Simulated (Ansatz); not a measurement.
According to DFT-r²SCAN in the program Ansatz with PAW potentials, IrC in the hexagonal phase (P-6m2; Ir on 1a, C on 1d) relaxes to a = 3.031 Å, c = 2.658 Å. C has 6 nearest neighbours from 2.20 Å (trigonal prismatic). Against the elements it lies at 1.25 eV/atom, with no fitted shifts.

Electronic character: metallic (no gap). Gap from r²SCAN with spin–orbit coupling: none (metallic).

An equation-of-state fit gives a bulk modulus of 336 GPa.

The start of the workflow was typed in or built on a structure type; neither database checked (COD, Materials Project) lists it. Whether it is the stable phase at ambient conditions was not checked. Symmetry was held in the r²SCAN relaxation; whether a distortion lowers the energy is not shown. No spin polarisation was allowed. Its formation energy is positive at this level, so the cell may be metastable or incomplete. The references are the lowest solids computed at this level, not always the standard phases. Spin–orbit coupling is left out wherever it is not named.

Potentials: the earlier of the program's two PAW sets.
